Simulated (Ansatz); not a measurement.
The start is a relaxed TiC cell, doubled along one cell vector, shaken by Gaussian noise of σ = 0.08 Å a coordinate. Cell shape, volume and atoms are optimised at zero target pressure with PBEsol (plane waves to 420 eV, PAW, scalar-relativistic; Ansatz, a program for electronic structure). The first steps use a coarse 5×9×9 k-mesh.

The start:
```yaml
crystal:
  lattice:
    - [5.36340, 0.00000, 0.00000]
    - [0.00000, 2.68170, 0.00000]
    - [0.00000, 0.00000, 2.68170]
  atoms:
    - { symbol: Ti, position: [0.00819, 0.96317, 0.97006] }
    - { symbol: Ti, position: [0.48401, 0.98422, 0.01629] }
    - { symbol: C, position: [0.24624, 0.43701, 0.51299] }
    - { symbol: C, position: [0.75034, 0.53654, 0.55530] }
```

| Property | Result |
|---|---|
| Largest initial force | about 1.0 eV/Å, on Ti2 (atoms numbered as listed) |
| Volume change | +2.4 %, from 9.64 to 9.88 Å³/atom |
| Relative to the parent | It does not go back: it reaches P6₃/mmc (No. 194), NiAs type, 1.04 eV/atom below the parent |
| Band gap at the end | zero (metallic) |
| Optimiser moves | 20 |

It ends as:

Space group P6₃/mmc (No. 194); a = 3.132 Å, b = 3.132 Å, c = 4.650 Å, α = 90.00°, β = 90.00°, γ = 120.00°

```json
[
 {"atom": "Ti", "site": "2d", "symmetry": "-6m2", "x": "0.6667", "y": "0.3333", "z": "0.2500"},
 {"atom": "C", "site": "2a", "symmetry": "-3m.", "x": "0.0000", "y": "0.0000", "z": "0.0000"}
]
```

Final values are on a 17×17×10 k-mesh of the relaxed cell. No spin polarisation in the result.

The relaxed structure here is a generated cell of TiC: the first start was made by placing the elements on the sites of a structure type, and the end was not matched to a known phase here, so it may be hypothetical. Known forms of TiC include space group No. 225.
